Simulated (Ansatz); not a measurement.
MgS:
```
CELL_PARAMETERS angstrom
      0.00000     2.60258     2.60258
      2.60258     0.00000     2.60258
      2.60258     2.60258     0.00000
ATOMIC_POSITIONS crystal
  Mg 0.00000 0.00000 0.00000
  S  0.50000 0.50000 0.50000
```

Cartesian axes are those of the cell as given.

Question: Give the high-frequency dielectric tensor and the Born effective charge tensors of the independent atoms from DFPT, the program Ansatz at the r²SCAN level (PAW).

Answer: 
ε∞:
```
4.89  0.00  0.00
0.00  4.89  0.00
0.00  0.00  4.89
```
Z* of atom 1 (Mg), rows: field, columns: displacement, in e:
```
2.30  0.00  0.00
0.00  2.30  0.00
0.00  0.00  2.30
```
Z* of atom 2 (S), rows: field, columns: displacement, in e:
```
-2.30   0.00   0.00
 0.00  -2.30   0.00
 0.00   0.00  -2.30
```

Static charges for comparison (Bader): Mg1 +1.71, S2 -1.71 e. Born charges measure polarisation by displacement and can exceed these by far.

Space group Fm-3m (rock salt). The r²SCAN relaxation kept the symmetry of its start; phonons on a q-mesh show no instability.

Potentials: the earlier of the program's two PAW sets.
